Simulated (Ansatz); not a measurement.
I started on a F site in cubic perovskite KZnF3, 40 atoms, charge 0

These are results of DFT, HSE06, PAW, plane waves in Ansatz 0.2.0, not measurements.

Input file:

```yaml
crystal:
  lattice:
    - [8.104526, 0.000000, 0.000000]
    - [0.000000, 8.104526, 0.000000]
    - [0.000000, 0.000000, 8.104526]
  atoms:
    - { symbol: K, position: [0.993326, 0.989037, 0.999749] }
    - { symbol: K, position: [0.941943, 0.941232, 0.499736] }
    - { symbol: K, position: [0.998014, 0.514361, 0.999840] }
    - { symbol: K, position: [0.982093, 0.531152, 0.499933] }
    - { symbol: K, position: [0.512555, 0.998708, 0.000058] }
    - { symbol: K, position: [0.517221, 0.993894, 0.499930] }
    - { symbol: K, position: [0.514669, 0.520138, 0.999837] }
    - { symbol: K, position: [0.496743, 0.498336, 0.499974] }
    - { symbol: Zn, position: [0.262430, 0.257788, 0.219553] }
    - { symbol: Zn, position: [0.262341, 0.257734, 0.780282] }
    - { symbol: Zn, position: [0.248596, 0.757712, 0.246434] }
    - { symbol: Zn, position: [0.248577, 0.757864, 0.753377] }
    - { symbol: Zn, position: [0.759753, 0.249938, 0.245924] }
    - { symbol: Zn, position: [0.759878, 0.249899, 0.753936] }
    - { symbol: Zn, position: [0.742919, 0.745826, 0.246012] }
    - { symbol: Zn, position: [0.742958, 0.745868, 0.753666] }
    - { symbol: F, position: [0.323437, 0.283133, 0.000029] }
    - { symbol: F, position: [0.242911, 0.726543, 0.999730] }
    - { symbol: F, position: [0.243684, 0.771418, 0.500009] }
    - { symbol: F, position: [0.716956, 0.250082, 0.999701] }
    - { symbol: F, position: [0.778650, 0.246075, 0.499967] }
    - { symbol: F, position: [0.750776, 0.750846, 0.999842] }
    - { symbol: F, position: [0.724717, 0.732287, 0.499849] }
    - { symbol: F, position: [0.999856, 0.254929, 0.184598] }
    - { symbol: F, position: [0.000377, 0.255025, 0.815549] }
    - { symbol: F, position: [0.993664, 0.749486, 0.252307] }
    - { symbol: F, position: [0.993681, 0.749792, 0.747418] }
    - { symbol: F, position: [0.513169, 0.249700, 0.274402] }
    - { symbol: F, position: [0.512911, 0.249626, 0.725824] }
    - { symbol: F, position: [0.498847, 0.753718, 0.247323] }
    - { symbol: F, position: [0.498847, 0.753741, 0.752364] }
    - { symbol: F, position: [0.256056, 0.998020, 0.195883] }
    - { symbol: F, position: [0.256839, 0.998449, 0.804380] }
    - { symbol: F, position: [0.253816, 0.510167, 0.255118] }
    - { symbol: F, position: [0.252942, 0.509974, 0.745164] }
    - { symbol: F, position: [0.750647, 0.995197, 0.250703] }
    - { symbol: F, position: [0.750604, 0.995273, 0.749038] }
    - { symbol: F, position: [0.753061, 0.500882, 0.249254] }
    - { symbol: F, position: [0.753548, 0.500850, 0.750469] }
    - { symbol: I, position: [0.181346, 0.205541, 0.499723] }
  symmetry: { detect: false }
kpoints:
  mp_grid: { grid: [1, 1, 1], shift: [0.25, 0.25, 0.25] }
hamiltonian:
  xc: hse06
scf:
  occupations: { method: fermi_dirac, width: 0.01 }
output:
  forces: true
  eigenvalues: true
  populations: true
  eigenstates: { kpoints: [[0.25, 0.25, 0.25]], e_range: [-6.0, 6.0], localisation: true }
  write_density: true
  write_potential: true
  elf: true
  volumetric_format: npy
```

Command:

```sh
ansatz run in.yaml --threads 2 --pin off --max-ram 20900MiB --runs-dir r --events-out ev --progress --plain --backend cuda --devices 0, --max-vram 18GiB
```

Output (machine lines and repeated set-up lines are left out; […] marks rows cut from tables):

```
Pseudopotentials: kind: paw
Functional definition: HSE06
  parameter a = 0.25
  parameter omega = 0.11/bohr
  exchange = pbe_x - a*pbe_x_sr(omega) + a*exact_x_sr(omega)
  correlation = pbe_c
Crystal: 40 atoms, lattice volume = 532.332 Å³
Basis set: ecut = 420 eV, 10395 PW (Γ), exchange–correlation on 120×120×120 points (8 copies of the dense FFT grid, shifted against one another)
Bands: 213, of which v1, the nominal top of the filled ones, is band 173 counted from 1 (172 counted from 0)
Symmetry: 1 space group operations
k-points: 1
Non-local potential: K, projectors of the file, l = 0: 3, l = 1: 2, l = 2: 2
Non-local potential: Zn, projectors of the file, l = 0: 2, l = 1: 2, l = 2: 3, l = 3: 1
Non-local potential: F, projectors of the file, l = 0: 2, l = 1: 2, l = 2: 1
Non-local potential: I, projectors of the file, l = 0: 2, l = 1: 2, l = 2: 2, l = 3: 2
PAW form: soft (Blöchl's): semilocal exchange-correlation on the pseudo side does not see the compensation charge
PAW frozen core: K, regenerated for the run's functional, and the local potential with it (the file was generated under x = pbe(κ = 0.804, μ = 0.2195149727645171), c = pbe(β = 0.06672455060314922))
PAW frozen core: Zn, regenerated for the run's functional, and the local potential with it (the file was generated under x = pbe(κ = 0.804, μ = 0.2195149727645171), c = pbe(β = 0.06672455060314922))
PAW frozen core: F, regenerated for the run's functional, and the local potential with it (the file was generated under x = pbe(κ = 0.804, μ = 0.2195149727645171), c = pbe(β = 0.06672455060314922))
PAW frozen core: I, regenerated for the run's functional, and the local potential with it (the file was generated under x = pbe(κ = 0.804, μ = 0.2195149727645171), c = pbe(β = 0.06672455060314922))
PAW one-centre angular grid: K, 110 points (default); XC on 64 Gauss nodes
PAW one-centre angular grid: Zn, 590 points (default); XC on 64 Gauss nodes
PAW one-centre angular grid: F, 110 points (default); XC on 64 Gauss nodes
PAW one-centre angular grid: I, 590 points (default); XC on 96 Gauss nodes
Initial density: superposition of atomic densities (neutral atoms: chi_scale 0, normalization atom), corrected by the library's trained network
Initial wavefunctions: pseudopotential atomic-orbital guess
Functional: x = pbe(κ = 0.804, μ = 0.2195149727645171), c = pbe(β = 0.06672455060314922), warm-up for x = pbe(κ = 0.804, μ = 0.2195149727645171) + 0.25 (exact − pbe) at short range (hse, ω = 0.20786987370883472 Å⁻¹), c = pbe(β = 0.06672455060314922); HSE06 as pw.x's `hse` composes it (authors' and Libxc's form: `xc: wpbeh`)
SCF iter   1: F=—  HF=-64991.086241 eV  |F-HF|=—  |Δ(HF+E_count)|=         —  Δρ=1.56e-3  dr2=2.45e-2  ethr=1.77e-3  ⟨swp⟩=18.0  Hψ=1175  notcnv=0
preconditioner: auto → none  [insulator: Δε(μ)=4.458 eV  Ē_g=17.052 eV  σ=0.010 eV  W_gap=1.00  n_scr=146 (ndim 8)  ℏωp=29.5 eV  f_vac=0.047  D(μ)=0.00/eV (n_scr^D=0)]
SCF iter   2: F=—  HF=-64991.082115 eV  |F-HF|=—  |Δ(HF+E_count)|=   4.13e-3  Δρ=1.15e-3  dr2=4.44e-3  ethr=7.08e-6  ⟨swp⟩=9.0  Hψ=743  notcnv=0
iter 3 solved again at ethr=1.15e-7 eV; its pass at ethr=1.28e-6 eV (dr2=3.97e-4 eV) is discarded
SCF iter   3: F=-64991.081746 eV  HF=-64991.081489 eV  |F-HF|=2.57e-4  |Δ(HF+E_count)|=   6.26e-4  Δρ=3.68e-4  dr2=3.95e-4  ethr=1.15e-7  ⟨swp⟩=2.0  Hψ=1024  notcnv=0
SCF 1 stopped early in 3 iterations: F = -64991.081746 eV  dr2 = 3.95e-4
  greatest PAW one-centre occupation: 0.999 electrons in one spin orbital (limit 2), on the I atom at site 39 (counted from 0), in its partial waves of l = 2
Initial density: handed on by an earlier stage of this run
Initial wavefunctions: those handed on with the density
Functional: x = pbe(κ = 0.804, μ = 0.2195149727645171) + 0.25 (exact − pbe) at short range (hse, ω = 0.20786987370883472 Å⁻¹), c = pbe(β = 0.06672455060314922); HSE06 as pw.x's `hse` composes it (authors' and Libxc's form: `xc: wpbeh`)
Exchange kernel: α = 0.2500, screened, ω = 0.2079 Å⁻¹, Wigner–Seitz truncation, v(0) = 786.8020 eV·Å³, q-mesh 1×1×1, nearest image of the exchange supercell L = 8.10 Å, pair-density grid 40×40×40, without the augmentation charges, whose exchange is taken in its separable form (sized by the pseudopotential files, 54×54×54 at the most)
Frozen-core exchange: fock
SCF iter   1: F=—  HF=-65001.057062 eV  |F-HF|=—  |Δ(HF+E_count)|=         —  Δρ=1.58e-2  dr2=8.11e-1  ethr=1.14e-6  ⟨swp⟩=10.0  Hψ=1094  notcnv=0
preconditioner: auto → none  [insulator: Δε(μ)=5.997 eV  Ē_g=20.110 eV  σ=0.010 eV  W_gap=1.00  n_scr=146 (ndim 8)  ℏωp=29.5 eV  f_vac=0.047  D(μ)=0.00/eV (n_scr^D=0)]
SCF iter   2: F=—  HF=-65000.793678 eV  |F-HF|=—  |Δ(HF+E_count)|=   2.63e-1  Δρ=5.07e-3  dr2=5.31e-2  ethr=1.14e-6  ⟨swp⟩=7.0  Hψ=972  notcnv=0  defer=1
SCF iter   3: F=—  HF=-65000.912462 eV  |F-HF|=—  |Δ(HF+E_count)|=   1.19e-1  Δρ=3.73e-3  dr2=3.57e-2  ethr=1.14e-6  ⟨swp⟩=6.0  Hψ=826  notcnv=0
SCF iter   4: F=—  HF=-65000.905480 eV  |F-HF|=—  |Δ(HF+E_count)|=   6.98e-3  Δρ=1.37e-3  dr2=5.53e-3  ethr=1.14e-6  ⟨swp⟩=5.0  Hψ=643  notcnv=0
SCF iter   5: F=—  HF=-65000.904938 eV  |F-HF|=—  |Δ(HF+E_count)|=   5.42e-4  Δρ=2.12e-4  dr2=6.25e-4  ethr=1.11e-6  ⟨swp⟩=2.0  Hψ=386  notcnv=0
SCF iter   6: F=—  HF=-65000.909819 eV  |F-HF|=—  |Δ(HF+E_count)|=   4.88e-3  Δρ=5.07e-4  dr2=7.25e-4  ethr=3.43e-8  ⟨swp⟩=6.0  Hψ=792  notcnv=0
SCF iter   7: F=-65000.909485 eV  HF=-65000.909490 eV  |F-HF|=5.12e-6  |Δ(HF+E_count)|=   3.29e-4  Δρ=5.77e-5  dr2=1.76e-5  ethr=3.43e-8  ⟨swp⟩=4.0  Hψ=633  notcnv=0
SCF 2 stopped early in 7 iterations: F = -65000.909485 eV  dr2 = 1.76e-5
  Residual-converged pass: ⟨swp⟩=4.0  Hψ=554  notcnv=0  max |occ|·‖R‖ = 6.0e-6 eV (tolerance 6.7e-6 eV)  dr2=1.76e-5  dr2_onsite=1.74e-6  max |Δocc| = 0.0e0
hybrid outer 1: dexx = +1.518e-1 eV, tail = 4.73e-4 eV
SCF iter   1: F=—  HF=-65000.905725 eV  |F-HF|=—  |Δ(HF+E_count)|=         —  Δρ=4.80e-5  dr2=5.26e-6  ethr=6.84e-7  ⟨swp⟩=8.0  Hψ=517  notcnv=0
preconditioner: auto → none  [insulator: Δε(μ)=6.140 eV  Ē_g=19.954 eV  σ=0.010 eV  W_gap=1.00  n_scr=146 (ndim 8)  ℏωp=29.5 eV  f_vac=0.055  D(μ)=0.00/eV (n_scr^D=0)]
SCF iter   2: F=—  HF=-65000.905740 eV  |F-HF|=—  |Δ(HF+E_count)|=   1.49e-5  Δρ=2.70e-5  dr2=1.77e-6  ethr=1.34e-9  ⟨swp⟩=7.0  Hψ=754  notcnv=0
SCF iter   3: F=—  HF=-65000.905739 eV  |F-HF|=—  |Δ(HF+E_count)|=   2.57e-7  Δρ=1.12e-5  dr2=1.72e-7  ethr=4.60e-10  ⟨swp⟩=4.0  Hψ=496  notcnv=0
SCF iter   4: F=—  HF=-65000.905740 eV  |F-HF|=—  |Δ(HF+E_count)|=   7.98e-7  Δρ=7.72e-6  dr2=1.44e-7  ethr=3.62e-11  ⟨swp⟩=8.0  Hψ=784  notcnv=0
SCF iter   5: F=-65000.905740 eV  HF=-65000.905740 eV  |F-HF|=4.55e-9  |Δ(HF+E_count)|=   3.59e-8  Δρ=1.36e-6  dr2=6.34e-9  ethr=3.62e-11  ⟨swp⟩=4.0  Hψ=514  notcnv=0
SCF 3 converged in 5 iterations: F = -65000.905740 eV  dr2 = 6.34e-9
  Residual-converged pass: ⟨swp⟩=3.0  Hψ=407  notcnv=0  max |occ|·‖R‖ = 1.8e-6 eV (tolerance 2.0e-6 eV)  dr2=6.50e-9  dr2_onsite=1.45e-9  max |Δocc| = 0.0e0
hybrid outer 2: dexx = +6.119e-6 eV, tail = 9.59e-8 eV, Δε = 2.95e-3 eV (about 5.56e-5 eV left of the loop's levels), ΔF = 4.77e-3 eV/Å (tail 4.93e-4)
NSCF: frozen V_eff on 1 k-points
hybrid SCF converged: 2 outer / 12 inner (+3 warm-up), last move |dexx| = 6.12e-6 eV, tail = 9.59e-8 eV
Stability not checked: this state was not tested for a lower state beside it, because the functional holds exact exchange (a hybrid, or Hartree-Fock), whose exchange loop this test does not read (fock_operator; see scf.lower_state_search)
Free energy (F): -65000.905740 eV
Harris-Foulkes:  -65000.905740 eV  (|F-HF|=4.55e-9)
Internal energy: -65000.905740 eV  (E = F + TS)
E sigma→0 (E₀):  -65000.905740 eV
Fermi energy:    7.302665 eV
--- Per-component energies (eV) ---
  E_band       = -2094.522072
  E_kinetic    = 8097.495224
  E_local      = -33070.616839  (includes V_loc(G=0)·N_el)
  E_nonlocal   = 6695.418251
  E_hartree    = 13376.819504
  E_xc         = -3306.974048
  E_vxc        = -3351.388438  (∫ρ·V_xc dr)
  E_exx        = -1196.440488  (= α·E_x^exact, valence–valence)
  E_paw        = -30065.164135  (= ΣΔE_a)
  E_vpaw       = -4826.230128  (= ΣTr[D̂ρ^β])
  E_aug_tail   = 0.044295  (compensation charges beyond the density's cutoff)
  E_ewald      = -25534.431745
  E_core_change = 2.944242  (= ΣΔE_core)
  E_smearing   = -0.000000  (= −TS)
  E_closure    = -0.000002  (closes the sum)
  Σ components = -65000.905740   (vs F -65000.905740, Δ=0.00e0)
--- Forces (eV/Å), atoms counted from 1 ---
  atom   1  K     -0.00235614     0.00260283     0.00238662
  atom   2  K      0.02994245     0.03044488     0.00012503
  atom   3  K     -0.00274329    -0.00830657     0.00149212
  atom   4  K      0.01961144    -0.03039811    -0.00079981
  atom   5  K     -0.00487284     0.00340595     0.00004698
  atom   6  K     -0.01945463     0.01331721     0.00026007
  atom   7  K     -0.00150522    -0.01072878    -0.00047551
  atom   8  K      0.00328122    -0.00086630     0.00095915
  atom   9  Zn     0.03570552     0.01695702    -0.11389237
  atom  10  Zn     0.03667997     0.01759419     0.11679467
  atom  11  Zn     0.01214501    -0.00554548    -0.01412952
  atom  12  Zn     0.01403894    -0.00460774     0.01327455
  atom  13  Zn    -0.01519129     0.00853942    -0.01057826
  atom  14  Zn    -0.01568328     0.00944272     0.00662436
  atom  15  Zn    -0.01572839    -0.01210553    -0.02263262
  atom  16  Zn    -0.01692429    -0.01197875     0.02356621
  atom  17  F     -0.05127036    -0.00915860    -0.00128721
  atom  18  F      0.01086413     0.01360471     0.00427697
  atom  19  F      0.00988963    -0.00200746     0.00054097
  atom  20  F      0.01608642    -0.00207747     0.00493536
  atom  21  F     -0.00193591     0.00948501     0.00299961
  atom  22  F     -0.00664444    -0.00384440    -0.00102318
  atom  23  F      0.01422986     0.01440646     0.00158245
  atom  24  F      0.01655546     0.00913780    -0.00750885
  atom  25  F      0.00976656     0.00407147     0.00262448
  atom  26  F     -0.00082168     0.00279337    -0.00482220
  atom  27  F     -0.00109912     0.00509828     0.00551981
  atom  28  F     -0.02679129    -0.00030485    -0.01254950
  atom  29  F     -0.02141762     0.00438459     0.00785228
  atom  30  F     -0.00347710     0.00188558     0.00171922
  atom  31  F     -0.00322577    -0.00290694    -0.00147243
  atom  32  F      0.00421869     0.01140100     0.00079018
  atom  33  F     -0.00241541     0.00401136    -0.00842077
  atom  34  F     -0.00366787    -0.02356390    -0.00963287
  atom  35  F      0.00079308    -0.01883330     0.00463501
  atom  36  F      0.00526592    -0.00370258    -0.00017282
  atom  37  F      0.00653822    -0.00483484    -0.00066998
  atom  38  F     -0.00067171     0.00146669    -0.00439984
  atom  39  F     -0.00351613     0.00288073     0.00467065
  atom  40  I     -0.02436675    -0.03126580     0.00679503
  max |Σ_I F_I| component: 1.68e-4 eV/Å
--- Band table (eV) ---
  k-point 0: bands = ["-40.9175", "-40.8789", "-40.8409", "-40.7578", "-40.7519", "-25.3870", "-25.3185", "-25.2790", "-25.1790", "-25.1083", "-24.9826", "-24.9644", "-24.9224", "-20.8152", "-20.2049", "-20.0741", "-19.8816", "-19.8311", "-19.7755", "-19.7605", "-19.7159", "-19.6978", "-19.6503", "-19.6332", "-19.4273", "-19.3821", "-19.3251", "-19.3096", "-19.2648", "-19.2431", "-19.2152", "-19.1 …
--- Löwdin populations: 40 sites ---
  site symbol       q [e]
     0      K      8.1805
     1      K      8.1904
     2      K      8.1789
     3      K      8.1920
     4      K      8.1785
     5      K      8.1916
     6      K      8.1756
     7      K      8.1872
     8     Zn     10.4548
     9     Zn     10.4550
    10     Zn     10.3922
    11     Zn     10.3918
    12     Zn     10.3933
    13     Zn     10.3929
    14     Zn     10.3967
    15     Zn     10.3971
    16      F      7.7349
    17      F      7.7572
    18      F      7.7550
    19      F      7.7561
    20      F      7.7556
    21      F      7.7560
    22      F      7.7591
    23      F      7.7599
    24      F      7.7603
    25      F      7.7565
    26      F      7.7566
    27      F      7.7610
    28      F      7.7609
    29      F      7.7548
    30      F      7.7546
    31      F      7.7598
    32      F      7.7604
    33      F      7.7598
    34      F      7.7596
    35      F      7.7556
    36      F      7.7556
    37      F      7.7546
    38      F      7.7544
    39      I     17.4141
  spilling = 0.004160 (of n_electrons = 346.000000)
```

Absolute energies hang on the potentials; compare differences alone.

The atoms are those of an earlier PBEsol relaxation. One k point and one spin start were run, so the state needn't be the lowest, and an added charge can sit in a band of the host.

Time: 38 s of wall time on one NVIDIA H100 with 2 processor threads, on a host shared with other runs; peak host memory 2 GiB.
